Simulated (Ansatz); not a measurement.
input.yaml for NaB (Ansatz 0.2.0)

```yaml
crystal:
  lattice:
    - [0.0, 2.683869, 2.683869]
    - [2.683869, 0.0, 2.683869]
    - [2.683869, 2.683869, 0.0]
  atoms:
    - { symbol: Na, position: [0.392, 0.453, 0.533] }
    - { symbol: B, position: [0.892, 0.953, 1.033] }
basis:
  ecutwfc: "18 Ha"
  precision: f64
kpoints:
  mp_grid: { grid: [4, 4, 4], shift: [0.5, 0.5, 0] }
hamiltonian:
  xc: pbe
scf:
  occupations: { method: gaussian, width: 0.1 }
  mixing: { beta: 0.51, ndim: 2 }
  initial_density: { chi_scale: 0, normalization: atom }
  max_iter: 70
output:
  forces: true
  stress: true
  eigenvalues: true
```

Command:

```bash
ansatz run input.yaml --threads 1 --pin off --max-ram 1331MiB --backend cpu --events-out ev --progress --plain --runs-dir out
```

Output, shortened (HF is the Harris–Foulkes energy, dr2 the density residual in eV):

```text
Warning: crystal.symmetry: narrowed to the stabiliser of the k-point mesh — unitary ops 48 → 16; excluded 32 operations that carry a point of the 4×4×4 mesh (shift [0.5, 0.5, 0]) off the mesh (the run samples exactly the mesh kpoints.mp_grid names, as under crystal.symmetry.detect: false, and its converged state has the mesh's symmetry, not the crystal's …
Pseudopotential: Na, paw, valence charge 9, recommended cutoff 420 eV (normal)
Pseudopotential: B, paw, valence charge 3, recommended cutoff 420 eV (normal)
Crystal: 2 atoms, lattice volume = 38.665 Å³
Basis set: ecut = 489.8049 eV, 941 PW (Γ), exchange–correlation on 60×60×60 points (8 copies of the dense FFT grid, shifted against one another)
Bands: 10, of which v1, the nominal top of the filled ones, is band 6 counted from 1 (5 counted from 0)
Symmetry: 16 space group operations
k-points: 11 of 64
Initial density: superposition of atomic densities
SCF iter   1: HF=-1638.684676 eV  Δρ=8.49e-3  dr2=5.67e-2
SCF iter   2: HF=-1638.670473 eV  Δρ=4.66e-3  dr2=1.49e-2
SCF iter   3: HF=-1638.666421 eV  Δρ=1.09e-3  dr2=6.93e-4
SCF iter   4: HF=-1638.666340 eV  Δρ=2.57e-4  dr2=1.51e-5
SCF iter   5: HF=-1638.666341 eV  Δρ=8.94e-5  dr2=1.69e-6
SCF iter   6: HF=-1638.666340 eV  Δρ=3.31e-5  dr2=3.51e-7
SCF iter   7: F=-1638.666340 eV  HF=-1638.666340 eV  Δρ=1.08e-5  dr2=5.71e-8
SCF 1 converged in 7 iterations: F = -1638.666340 eV  dr2 = 5.71e-8
SCF converged after 7 iterations
Free energy (F): -1638.666340 eV
E sigma→0 (E₀):  -1638.663529 eV
Entropy (-TS):   -0.005623 eV (-2.811 meV/atom)
Fermi energy:    2.648649 eV
--- Forces (eV/Å), atoms counted from 1 ---
  atom   1  Na    -0.00000000     0.00000000     0.00000000
  atom   2  B     -0.00000000    -0.00000000    -0.00000000
--- Stress (GPa, compression-positive) ---
        0.478302       0.000000       0.000000
        0.000000       0.478302       0.000000
        0.000000      -0.000000      -1.625799
  P = ⅓ Tr σ = -0.2231 GPa (-2.231 kbar)
```

These settings were drawn at random to show what each does; none of the numbers is a converged property of the crystal.